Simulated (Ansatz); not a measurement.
Si2Ni, first-principles data

Si2Ni:
Space group Fm-3m (No. 225); a = 5.388 Å, b = 5.388 Å, c = 5.388 Å, α = 90.00°, β = 90.00°, γ = 90.00°

| atom | site | symmetry | x | y | z |
|---|---|---|---|---|---|
| Si | 8c | -43m | 0.2500 | 0.2500 | 0.2500 |
| Ni | 4a | m-3m | 0.0000 | 0.0000 | 0.0000 |
(The calculation used a cell of 3 atoms; values per cell refer to that cell.)

Space group Fm-3m (No. 225), fluorite or antifluorite type; conventional cell a = b = c = 5.3883 Å, α = β = γ = 90.00°.

Method: plane-wave PAW PBEsol (Ansatz code). Geometry: relaxed at this level of theory. Other levels are named where they apply.

**Cell and energy**

```json
{
 "volume_per_atom": "13.04 Å³",
 "density": "4.88 g/cm³",
 "Formation energy from the elements (no fitted shifts)": "-0.45 eV/atom"
}
```

**Electronic structure**

```json
{
 "electronic_character": "metallic (no gap)",
 "Density of states at the Fermi level": "0.29 states/eV per atom (mean over ±0.08 eV)"
}
```

**Mechanics**

```json
{
 "Bulk modulus (Birch–Murnaghan fit)": "159 GPa",
 "Pressure derivative B′": "4.9",
 "Elastic constants (relaxed ions, GPa)": "C11 = 199, C12 = 141, C44 = 80.0",
 "mechanical_stability": "stable (all eigenvalues of C positive)",
 "hill_bulk_and_shear_moduli": "160 and 53.3 GPa",
 "Young's modulus": "144 GPa",
 "Poisson's ratio": "0.35",
 "debye_temperature_from_the_elastic_constants": "470 K"
}
```

**Phonons**

```json
{
  "highest_zone_centre_frequency": "40.7 meV",
  "zone_centre_stability": "no imaginary mode at Γ"
}
```

The PBEsol relaxation kept the symmetry of its start. No spin polarisation was allowed. As this level gives no gap, shear constants depend on the k-mesh and smearing (Fermi–Dirac, 0.1 eV here). As this level gives no gap, phonon frequencies hold no LO–TO term and depend on the k-mesh and smearing (Fermi–Dirac, 0.1 eV here). The references are the lowest solids computed at this level, not always the standard phases.

Potentials: the earlier of the program's two PAW sets. The files were generated under PBE; for other functionals the program regenerates the frozen cores, and for LDA and PBEsol the local potential too.
